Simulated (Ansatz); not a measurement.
CdSe (wurtzite)

```yaml
crystal:
  lattice:
    - [4.30194, 0.00000, 0.00000]
    - [-2.15097, 3.72559, 0.00000]
    - [0.00000, 0.00000, 7.02113]
  atoms:
    - { symbol: Cd, position: [0.66667, 0.33333, 0.00046] }
    - { symbol: Cd, position: [0.33333, 0.66667, 0.50046] }
    - { symbol: Se, position: [0.66667, 0.33333, 0.62474] }
    - { symbol: Se, position: [0.33333, 0.66667, 0.12474] }
```

Scan: atom 1 (Cd, nearest neighbour Se at 2.633 Å; its periodic images, 4.3 Å or more away, move with it) is displaced towards the nearest neighbour, direction (-0.817, 0.472, 0.331) in Cartesian axes, by s. The other atoms stay.

The numbers are results of PBEsol (plane waves to 420 eV, PAW, scalar-relativistic; Ansatz, a program for electronic structure), not measurements. k mesh 7×7×4 (Γ-centred), Fermi-Dirac smearing 0.05 eV. F∥ is the force on the atom along that direction. CdSe was relaxed with its symmetry unable to fall. 

```tsv
s (Å)	F∥ (eV/Å)
-0.260	0.740
-0.208	0.658
-0.156	0.549
-0.104	0.407
-0.052	0.226
0.000	0.000
0.052	-0.281
0.104	-0.626
0.156	-1.047
0.208	-1.560
0.260	-2.181
```

**Question.** What is the force constant k = d²E/ds² of this move at s = 0?

**Answer.** 4.84 eV/Å². The forces along the line at the two nearest points give (0.226 − (-0.281)) / (2·0.052) = 4.88 eV/Å²; the next pair corrects for the finite step.

(For displaced atoms, the force is minus the slope of the energy, and its curvature is a force constant, which sets phonon frequencies.)
